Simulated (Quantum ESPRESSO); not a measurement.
**Electric field gradients in Te**

```xyz
3
Lattice="4.6014 0.0000 0.0000 -2.3007 3.9849 0.0000 0.0000 0.0000 5.9001" Properties=species:S:1:pos:R:3 pbc="T T T"
Te     1.1812     0.0000     1.9667
Te    -0.5906     1.0229     3.9334
Te     1.7101     2.9620     0.0000
```
Geometry: a computed entry of the Materials Project; it was not checked against measured cells. It is Te in P3₁21. Stability against distortions was not tested. Forces on the atoms reach 0.28 eV/Å at this level.

Computed: field gradients by PBE PAW (JTH datasets; density from pw.x of a modified build of Quantum ESPRESSO, gradients reconstructed from it by a script), 20 Ha, k-mesh 10×10×7 through Γ.

| site | site symmetry | Vzz (10²¹ V/m²) | η_Q | ∣C_Q∣ (MHz) |
|---|---|---|---|---|
| Te (atoms 1, 2, 3) | 2 | -59.78 | 0.30 | – |

Convention: |Vzz| is the largest principal value, η_Q = (Vxx − Vyy)/Vzz, |C_Q| = |eQVzz/h|. Cores are frozen. Te had no test against all-electron runs. Spin–orbit coupling is left out, a limit on Te.
